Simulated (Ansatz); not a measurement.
Level: PBE, no spin polarisation; 420 eV; 8×8×8 Γ-centred mesh; fermi-dirac occupations (width 0.1 eV); Ansatz 0.2.0, fixed geometry.

Computed maps in the lattice plane spanned by b (left to right, 5.53 Å, 17 points from zero) and c (bottom to top, 5.53 Å, 17 points from zero), 60° apart, at height 0.250 along a. The fields are smooth PAW ones with compensation charges, not the true ones near nuclei.

Valence density. Digits on a logarithmic scale: 0 up to 0.03 e/Å³, each further digit a factor of 1.6, 9 from 1.3 e/Å³ up:
```
56665433445665444
57998643347998654
57999963247999964
46999985235999985
44799996324799996
43579996422479996
43346765322245775
44444443322223444
46665433233432234
57999653335665333
58999975346998643
57999996447999964
46999999546999985
45799999644799996
44579999643579996
43456787643346776
44444555444444555
```

**Question.** The cell is NaScW2F6. Which atoms lie within 0.2 Å of this plane, and where (fractions of b and c)?

**Answer.** W at (0.25, 0.25), F at (0.77, 0.23), F at (0.77, 0.77), F at (0.23, 0.77). The whole cell:
```xyz
10
Lattice="0.0000 3.9091 3.9091 3.9091 0.0000 3.9091 3.9091 3.9091 0.0000" Properties=species:S:1:pos:R:3 pbc="T T T"
W     1.9545    1.9545    1.9545
W     5.8636    5.8636    5.8636
Sc    0.0000    0.0000    0.0000
F     1.8310    3.9091    3.9091
F     3.9091    1.8310    3.9091
F     5.9871    3.9091    3.9091
F     3.9091    5.9871    3.9091
F     3.9091    3.9091    1.8310
F     3.9091    3.9091    5.9871
Na    3.9091    3.9091    3.9091
```

Origin: a known structure type with other elements, at an estimated volume, so it need not be a known compound. Caveats: many states at the Fermi level without spin polarisation, so a magnetic state may lie lower; atoms or cell far from equilibrium.
